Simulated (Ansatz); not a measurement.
AgBr (rock salt, Fm-3m), a = 5.5838 Å, b = 5.5838 Å, c = 5.5838 Å, α = 90.00°, β = 90.00°, γ = 90.00°; the cell used has 2 atoms.

Relaxed with LDA.

Question: Decompose the optical modes at the zone centre into irreducible representations, and say which are infrared and Raman allowed.

Answer: Point group m-3m: Γ_opt = T1u. Infrared: T1u. Raman: none.

Question: Assign frequencies (DFPT, LDA in the plane-wave PAW code Ansatz; without the LO–TO term).

Answer: T1u 97 cm⁻¹.

The LDA relaxation kept the symmetry of its start; phonons on a q-mesh show no instability. The run is not spin-polarised.

Potentials: the later of the program's two PAW sets.
